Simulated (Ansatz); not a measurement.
The calculation used DFT PBE, scalar-relativistic, plane waves, PAW (Ansatz). Settings of the last relaxation (8-atom cell): 420 eV, 6×6×6 k points, Gaussian smearing of 0.10 eV, no spin polarisation.

Formation energies are uncorrected and count from the elements' standard states at the same level.

Question: Find a candidate cubic metal that holds In and 2 more elements, with a formation energy near −0.29 eV/atom and about 28 Å³ per atom, in a cell of 8 atoms.

Answer: AlIn3As4, space group P-43m (No. 215). Al is surrounded by 4 As at 2.51 Å; around In lie 4 As at 2.67 Å; around As lie 1 Al at 2.51 Å and 3 In at 2.67 Å.

```xyz
8
Lattice="6.0642 0.0000 0.0000 0.0000 6.0642 0.0000 0.0000 0.0000 6.0642" Properties=species:S:1:pos:R:3 pbc="T T T"
Al    3.0321    3.0321    3.0321
In    0.0000    0.0000    3.0321
In    0.0000    3.0321    0.0000
In    3.0321    0.0000    0.0000
As    1.5830    1.5830    1.5830
As    1.5830    4.4812    4.4812
As    4.4812    1.5830    4.4812
As    4.4812    4.4812    1.5830
```

The volume per atom is 27.88 Å³, the density is 5.00 g/cm³ and the formation energy is −0.29 eV/atom. The gap on the 6×6×6 mesh of the 8-atom cell is 0.03 eV by band count, less than the smearing, so the run treats it as a metal.

It was reached by relaxing an invented guess, and it needn't be the stable form of this composition. Other answers may fit too; this one was computed.

The reference form of As is held partly by dispersion forces, which this level lacks. A structure relaxed within its symmetry needn't be a true minimum.
